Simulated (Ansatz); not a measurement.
CrGe (rock salt, Fm-3m), plane-wave PAW PBE (Ansatz code), all energies at zero smearing, with the estimated change up to a 700 eV cutoff added, with one set of potentials and settings (totals compare only within such a set). Cell of 2 atoms (1 Ge, 1 Cr): -7672.049 eV.

```tsv
element	reference phase	E (eV/atom)
Ge	Fd-3m, 2 atoms in the cell	-4294.9847
Cr	Im-3m, 2 atoms in the cell, spin-polarised	-3377.7530
```

Formation energy per atom, worked out: (-7672.049 − 1×(-4294.9847) − 1×(-3377.7530))/2 = 0.345 eV/atom (33 kJ per mol of atoms), at 0 K, without zero-point energy or fitted corrections.

The cell is a constructed one: a structure type filled with these elements; neither database checked (COD, Materials Project) lists it. Its standing as an ambient phase is unchecked. The PBE relaxation kept the symmetry of its start. At this level the phase is mechanically unstable. Magnetic state: ferromagnetic, chosen from 3 collinear starts compared on coarse meshes (ties went to the first, and starts can fall back to one state), not a proven ground state. The references are the lowest solids computed at this level, not always the standard phases.

Potentials: the later of the program's two PAW sets.
